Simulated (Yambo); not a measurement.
A G0W0@PBEsol run in Yambo for NaCoO$_{2}$ (space group P6_3/mmc, No. 194) (6×6×1 Γ-centred k mesh, bands 11 to 161 and a 8 Ry block in the screening, 161 bands in G with the Bruneval-Gonze terminator, plasmon pole fitted at 27.2 eV) gives these matrix elements, in eV, at the band edges ((0, 0.167, 0) → (0, 0.333, 0)):

```tsv
state	E0	<Vxc>	<Σx>	<Σc(E0)>	Z
valence edge	0.000	-28.066	-35.154	7.316	0.711
conduction edge	0.833	-26.961	-20.923	-4.648	0.724
```

### Question
Solve the linearised quasiparticle equation for both states, give the gap, and say how exchange and correlation each act on it.

### Answer
E = E0 + Z(Σx + Σc − Vxc). Valence: 0.000 + 0.711 × (-35.154 + (7.316) − (-28.066)) = 0.16 eV. Conduction: 0.833 + 0.724 × (-20.923 + (-4.648) − (-26.961)) = 1.84 eV. The gap is 1.68 eV, against 0.83 eV in PBEsol. Replacing Vxc by bare exchange alone would open it by 13.13 eV; correlation takes back 11.96 eV of that, and Z scales what is left. Nearest settings tried, and what they do to the gap: 86 bands in W: -5 meV; 1 Ry block (9 vectors against 215): +3208 meV. Not varied: bands in G, mesh. So the settings aren't converged at that level. The mesh misses a band edge: along a dense path the PBEsol gap is 0.69 eV against 0.83 eV on the mesh. The 3d shell has no Hubbard U; the runs are without spin polarisation, and magnetic order was not tried.

Geometry of the Materials Project entry, not relaxed at this level; primitive cell a = b = 2.877 Å, c = 10.390 Å, α = β = 90.00°, γ = 120.00°.

The structure is a Materials Project entry; no match was found in the copy of COD used, and its stability was not checked.
